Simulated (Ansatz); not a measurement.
SiO₂ in space group Pn-3m (No. 224; Si on 2a, O on 4b), a = b = c = 3.7558 Å, α = β = γ = 90.00°.

Relaxed with LDA.

Task: Give the optical modes at the zone centre with their infrared and Raman activity from DFPT, plane-wave PAW LDA (Ansatz code).

Result: Transverse frequencies, without the LO–TO term; a row sums one degenerate level.

```csv
ω (cm⁻¹),degeneracy,IR ((D/Å)²/amu),Raman (Å⁴/amu),activity,symmetry
331,3,42.07,0,IR,T1u
348,3,0.00,0,silent,T2u
505,2,0.00,0,silent,Eu
700,3,0.00,3.2,Raman,T2g
997,3,110.01,0,IR,T1u
1084,1,0.00,0,silent,A2u
```

Task: How high does the top mode go among those that the LO–TO term moves?

Result: 1225 cm⁻¹ for q along x.

The first step of the workflow began from a Materials Project structure, measured or hypothetical; the Crystallography Open Database copy checked does not list it. It is not the phase usual at ambient conditions (space group No. 92, 152, 154). Symmetry was held in the LDA relaxation; phonons on a q-mesh show no instability.

Potentials: the earlier of the program's two PAW sets.
